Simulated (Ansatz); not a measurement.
Relaxed-ion elastic tensor of BeS (zinc blende, F-43m) in GPa (Voigt order), DFT-LDA in the program Ansatz with PAW potentials; density 2.47 g/cm³, 13.79 Å³ per atom.

```json
[
 {"": "1", "1": "169", "2": "69.0", "3": "69.0", "4": "0.0", "5": "0.0", "6": "0.0"},
 {"": "2", "1": "69.0", "2": "169", "3": "69.0", "4": "0.0", "5": "0.0", "6": "0.0"},
 {"": "3", "1": "69.0", "2": "69.0", "3": "169", "4": "0.0", "5": "0.0", "6": "0.0"},
 {"": "4", "1": "0.0", "2": "0.0", "3": "0.0", "4": "87.0", "5": "0.0", "6": "0.0"},
 {"": "5", "1": "0.0", "2": "0.0", "3": "0.0", "4": "0.0", "5": "87.0", "6": "0.0"},
 {"": "6", "1": "0.0", "2": "0.0", "3": "0.0", "4": "0.0", "5": "0.0", "6": "87.0"}
]
```

Problem. Is the crystal mechanically stable?

Solution. Yes: the smallest eigenvalue of C is 87.0 GPa.

Problem. Work out the Voigt, Reuss and Hill averages.

Solution. K_V = 102, K_R = 102, K_H = 102; G_V = 72.1, G_R = 67.0, G_H = 69.5 GPa.

Problem. Give Young's modulus, Poisson's ratio, Pugh's ratio and the universal anisotropy index.

Solution. E = 9KG/(3K + G) = 170 GPa; ν = 0.22; K/G = 1.47 (brittle by the Pugh limit of 1.75); A_U = 5G_V/G_R + K_V/K_R − 6 = 0.38.

Problem. Estimate the sound speeds and the Debye temperature.

Solution. v_l = √((K + 4G/3)/ρ) = 8880 m/s, v_t = √(G/ρ) = 5300 m/s, mean 5870 m/s; Θ = (h/k)(3n/4πV)^(1/3) v_m = 729 K.

Problem. Give the Zener ratio and Young's modulus along [100], [110] and [111].

Solution. A = 2C44/(C11 − C12) = 1.75; 1/E = S11 − 2(S11 − S12 − S44/2)Γ with Γ = 0, 1/4, 1/3 gives 128, 177, 203 GPa.

Problem. Solve the Christoffel equation for the three sound speeds along [100], [110], [111].

Solution. Eigenvalues of C_ijkl n_j n_l equal ρv² (piezoelectric stiffening left out). In km/s, slowest first: [100] 5.93, 5.93, 8.26; [110] 4.49, 5.93, 9.12; [111] 5.01, 5.01, 9.39.

The cell was relaxed with LDA under the symmetry of its start; phonons on a q-mesh show no instability.

Potentials: the later of the program's two PAW sets.
